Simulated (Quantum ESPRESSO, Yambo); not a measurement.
## Levels of theory for the gap of MgZnO₂

MgZnO2 (space group P3m1, No. 156): one geometry, one set of PBEsol (Quantum ESPRESSO, PseudoDojo norm-conserving, 84 Ry, scalar-relativistic) orbitals, self-energies from Yambo (6×6×4 Γ-centred k mesh, bands 6 to 124 and a 10 Ry block in the screening, 124 bands in G with the Bruneval-Gonze terminator, plasmon pole fitted at 27.2 eV).

Cell and atoms were relaxed with PBEsol from Materials Project entry mp-1221905, within its symmetry.

```
level                                                        gap Γ → Γ (eV)                   rough Yambo cost
-----------------------------------------------------------  --------------  ---------------------------------
PBEsol (Quantum ESPRESSO)                                              1.76                                  –
exchange only (Hartree-Fock self-energy on PBEsol orbitals)           11.50             about 1/20 (12 states)
static COHSEX@PBEsol                                                   4.60  within a factor of two (2 states)
G0W0@PBEsol, plasmon pole                                              3.57                      1 (12 states)
```

Bare exchange has no screening and gives the widest gap; static COHSEX screens it but leaves out the frequency dependence, which G0W0 restores.

Costs are rough ratios of core time on shared machines.

Nearest settings tried, and what they do to the gap: 82 bands in W, 82 bands in G: +47 meV; 4 Ry block (43 vectors against 183): -139 meV; 6×6×2 mesh: -27 meV. So the settings aren't converged at that level. Oxides, nitrides and fluorides with a shallow 3d shell are known to need far more bands and larger blocks.

The structure is a Materials Project entry; no match was found in the copy of COD used, and its stability was not checked.
